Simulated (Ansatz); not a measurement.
RuC:
```yaml
crystal:
  lattice:
    - [2.65937, 0.00000, 0.00000]
    - [0.00000, 2.65937, 0.00000]
    - [0.00000, 0.00000, 2.65937]
  atoms:
    - { symbol: Ru, position: [0.00000, 0.00000, 0.00000] }
    - { symbol: C, position: [0.50000, 0.50000, 0.50000] }
```

This is the PBE-relaxed structure.

All from DFT-PBE in the program Ansatz with PAW potentials, unless another level is named. Predict the electronic character.

metallic (no gap).

Predict the density of states at the Fermi level.

0.65 states/eV per atom (mean over ±0.08 eV).

Give the gap with spin–orbit coupling.

none (metallic).

Space group Pm-3m (CsCl type). A made-up cell: these elements were put on the sites of a structure type; neither database checked (COD, Materials Project) lists it. Whether it is the stable phase at ambient conditions was not checked. The PBE relaxation kept the symmetry of its start; whether a distortion lowers the energy is not shown. No spin polarisation was allowed. Scalar-relativistic: spin–orbit coupling is off unless named, which matters more the heavier the elements.

Potentials: the earlier of the program's two PAW sets.
